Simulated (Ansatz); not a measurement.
## Lu2Tl in Ansatz, relaxation

The input file (Ansatz 0.2.0, plane waves):

```yaml
crystal:
  lattice:
    - [5.282442, 0.0, 0.0]
    - [-2.641221, 4.574731, 0.0]
    - [0.0, 0.0, 6.581245]
  atoms:
    - { symbol: Lu, position: [0.3333, 0.6667, 0.75] }
    - { symbol: Lu, position: [0.6666, 0.3333, 0.25] }
    - { symbol: Tl, position: [0.3333, 0.6667, 0.25] }
    - { symbol: Tl, position: [0.6666, 0.3333, 0.75] }
    - { symbol: Lu, position: [0.0, 0.0, 0.0] }
    - { symbol: Lu, position: [0.0, 0.0, 0.5] }
  symmetry: { tolerance: 0.0003 }
kpoints:
  mp_grid: { grid: [4, 4, 3], shift: [0, 0, 0] }
magnetization:
  spin_polarized: false
scf:
  occupations: { method: fermi_dirac }
hamiltonian:
  pseudopotentials: { kind: paw }
  xc: pbesol
basis:
  ecutwfc: 420
output:
  forces: true
  stress: true
  eigenvalues: true
  write_density: true
  write_potential: true
  elf: true
  volumetric_format: npy
relax:
  max_steps: 40
  cell: {}
```

Run with:

```bash
ansatz run input.yaml --threads 1 --pin off --max-ram 2560MiB --backend cpu --events-out ev --progress --plain --runs-dir out
```

Origin of the cell: a known structure type with other elements, at an estimated volume, so it need not be a known compound.

The smearing width isn't typed, so it takes its default of 0.1 eV.

Output (shortened):

```
Warning: the atoms were moved onto the symmetric positions of the space group found under crystal.symmetry.tolerance 3.0e-4 (fractional; no operation is sought that the atoms, as they stand i […]
Pseudopotentials: kind: paw
Pseudopotential: Lu, paw, valence charge 25, recommended cutoff 420 eV (normal), Lu.paw.azcp
Pseudopotential: Tl, paw, valence charge 13, recommended cutoff 420 eV (normal), Tl.paw.azcp
Functional definition: PBEsol
  exchange = pbesol_x
  correlation = pbesol_c
Crystal: 6 atoms, lattice volume = 159.041 Å³
Basis set: ecut = 420 eV, 3087 PW (Γ), exchange–correlation on 72×72×90 points (8 copies of the dense FFT grid, shifted against one another)
Bands: 76, of which v1, the nominal top of the filled ones, is band 63 counted from 1 (62 counted from 0)
Symmetry: 24 space group operations
Space group: P63/mmc (ITA 194), of the structure as read, at distance tolerance 1.6e-3 Å
k-points: 8 of 48
[… 5 lines left out …]
Initial density: superposition of atomic densities (neutral atoms: chi_scale 0, normalization atom), corrected by the library's trained network
Functional: x = pbesol(κ = 0.804, μ = 0.123457), c = pbesol(β = 0.046)
SCF iter   1: F=—  HF=-81038.977355 eV  Δρ=2.39e-3  dr2=1.08e-2  defer=2
SCF iter   2: F=—  HF=-81038.965150 eV  Δρ=1.35e-3  dr2=2.98e-3  defer=6
SCF iter   3: F=—  HF=-81038.964447 eV  Δρ=7.46e-4  dr2=1.26e-3  defer=6
SCF iter   4: F=—  HF=-81038.963987 eV  Δρ=2.39e-4  dr2=8.84e-5  defer=6
SCF iter   5: F=—  HF=-81038.963994 eV  Δρ=1.12e-4  dr2=1.52e-5  defer=6
SCF iter   6: F=—  HF=-81038.963998 eV  Δρ=3.32e-5  dr2=1.61e-6  defer=6
SCF iter   7: F=—  HF=-81038.963998 eV  Δρ=1.43e-5  dr2=2.90e-7  defer=6
SCF iter   8: F=—  HF=-81038.963997 eV  Δρ=8.16e-6  dr2=8.61e-8
SCF iter   9: F=-81038.963997 eV  HF=-81038.963997 eV  Δρ=3.37e-6  dr2=1.59e-8
relax step   1: F+E_penalty+E_count = -81038.963997 eV  Δ(F+E_penalty+E_count) = +0.000e0 eV  max|allowed force component| = 7.517e-17 eV/Å  Δτ_max = 0.0000 Å  P = -2.259 GPa  Ω = 159.041 Å³ […]
relax step   2: F+E_penalty+E_count = -81039.000104 eV  Δ(F+E_penalty+E_count) = -3.611e-2 eV  max|allowed force component| = 4.510e-17 eV/Å  Δτ_max = 0.0000 Å  P = +1.377 GPa  Ω = 149.923 Å³ […]
relax step   3: F+E_penalty+E_count = -81039.013029 eV  Δ(F+E_penalty+E_count) = -1.293e-2 eV  max|allowed force component| = 3.778e-17 eV/Å  Δτ_max = 0.0000 Å  P = -0.082 GPa  Ω = 153.262 Å³ […]
relax step   4: F+E_penalty+E_count = -81039.013149 eV  Δ(F+E_penalty+E_count) = -1.203e-4 eV  max|allowed force component| = 1.234e-17 eV/Å  Δτ_max = 0.0000 Å  P = -0.003 GPa  Ω = 153.073 Å³ […]
relax step   5: F+E_penalty+E_count = -81039.011383 eV  Δ(F+E_penalty+E_count) = +1.766e-3 eV  max|allowed force component| = 1.079e-17 eV/Å  Δτ_max = 0.0000 Å  P = -0.008 GPa  Ω = 153.073 Å³  stress off target by 1.02e-2 GPa […]
SCF 5 converged in 8 iterations: F = -81039.011383 eV  dr2 = 8.87e-12
basis re-selected at this cell: Δ(F+E_penalty+E_count) = +1.766e-3 eV, ΔP = -0.005 GPa vs the last step (what re-selecting the basis moved, of the pressure what is left beyond the Pulay corre […]
SCF converged after 8 iterations
Free energy (F): -81039.011383 eV
Harris-Foulkes:  -81039.011383 eV  (|F-HF|=1.46e-11)
Internal energy: -81038.831371 eV  (E = F + TS)
E sigma→0 (E₀):  -81038.921377 eV
Entropy (-TS):   -0.180013 eV (-30.002 meV/atom)
Fermi energy:    14.676220 eV
--- Per-component energies (eV) ---
  E_band       = 171.776441
  E_kinetic    = 2349.804540
  E_local      = -28456.850771  (includes V_loc(G=0)·N_el)
  E_nonlocal   = 2965.309165
  E_hartree    = 11894.667475
  E_xc         = -1323.920592
  E_vxc        = -1315.916976  (∫ρ·V_xc dr)
  E_paw        = -49062.353013  (= ΣΔE_a)
  E_vpaw       = 840.095480  (= ΣTr[D̂ρ^β])
  E_aug_tail   = 0.000199  (compensation charges beyond the density's cutoff)
  E_ewald      = -19410.333575
  E_core_change = 4.845201  (= ΣΔE_core)
  E_smearing   = -0.180013  (= −TS)
  Σ components = -81039.011383   (vs F -81039.011383, Δ=0.00e0)
--- Forces (eV/Å), atoms counted from 1 ---
  atom   1  Lu     0.000000    -0.000000     0.000000
  atom   2  Lu     0.000000     0.000000     0.000000
  atom   3  Tl    -0.000000     0.000000     0.000000
  atom   4  Tl     0.000000     0.000000     0.000000
  atom   5  Lu     0.000000    -0.000000    -0.000000
  atom   6  Lu    -0.000000     0.000000     0.000000
  max |Σ_I F_I| component: 1.85e-17 eV/Å
--- Stress (GPa, compression-positive) ---
       -0.010159       0.000000       0.000000
       -0.000000      -0.010159       0.000000
        0.000000       0.000000      -0.003190
  P = ⅓ Tr σ = -0.0078 GPa (-0.078 kbar)
--- Relaxed structure (4 steps of the walk, 4 accepted, 1 SCFs on fresh bases) ---
  F+E_penalty+E_count = -81039.011383 eV   max|allowed force component| = 1.079e-17 eV/Å   (the final SCF, on the basis selected at the relaxed cell)
  cell:  # Å, volume = 153.0733 Å³
    - [5.199453, 0.0, 0.0]
    - [-2.599726, 4.502858, 0.0]
    - [0.0, 0.0, 6.538128]
  atoms:
    - { symbol: Lu, position: [0.333333, 0.666667, 0.750000] }
    - { symbol: Lu, position: [0.666667, 0.333333, 0.250000] }
    - { symbol: Tl, position: [0.333333, 0.666667, 0.250000] }
    - { symbol: Tl, position: [0.666667, 0.333333, 0.750000] }
    - { symbol: Lu, position: [-1.849e-17, 0.0, 0.0] }
    - { symbol: Lu, position: [-1.849e-17, 0.0, 0.500000] }
```

Caveats: no spin-orbit coupling, though heavy elements are present; the k mesh is coarse if the cell is a metal; the relaxation held the start's symmetry, so the end may be a saddle point.

Time: 69 s on 1 thread of Arm Neoverse V1 (shared host), peak memory 0.46 GiB, from the program's own first density.
